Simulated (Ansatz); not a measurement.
Consider a crystal of GeAs₅ in space group P6/mmm (No. 191), with Ge on 1a; As on 3f and 2c.

All numbers below come from DFT PBE, scalar-relativistic, plane waves, PAW (Ansatz). Cutoff 420 eV, Γ-centred mesh, Gaussian smearing, no spin polarisation.

Formation energies are uncorrected and refer to the elements' standard structures at the same level.

Q: Give the relaxed lattice parameters and positions.

A:

Space group P6/mmm (No. 191). a = 9.117 Å, b = 9.117 Å, c = 2.542 Å, α = 90.00°, β = 90.00°, γ = 120.00°
| atom | site | symmetry | x | y | z |
| --- | --- | --- | --- | --- | --- |
| Ge | 1a | 6/mmm | 0.0000 | 0.0000 | 0.0000 |
| As | 3f | mmm | 0.5000 | 0.0000 | 0.0000 |
| As | 2c | -6m2 | 0.3333 | 0.6667 | 0.0000 |

Around Ge lie 2 Ge at 2.54 Å; As on a site of symmetry mmm is surrounded by 4 As at 2.54–2.63 Å; As on a site of symmetry -6m2 is surrounded by 5 As at 2.54–2.63 Å. Another local minimum with the same sites may exist.

Q: Where does its energy lie, and is it a metal?

A: The formation energy is +0.57 eV/atom and the gap on the 6×6×14 mesh of the 6-atom cell is 0 eV (a metal). A positive value: parting into the elements would lower its energy.

The last run used Gaussian smearing of 0.10 eV. An odd number of electrons in the primitive cell allows no gap without spin; a larger cell or a magnetic state could open one. The cell is a metal run without spin; a magnetic state may lie lower. The reference form of As is held partly by dispersion forces, which this level lacks. A structure relaxed within its symmetry needn't be a true minimum. Another cell of GeAs5 relaxed alike, in P6/mmm, lies 170 meV/atom lower, so this cell isn't the stable form at this level.
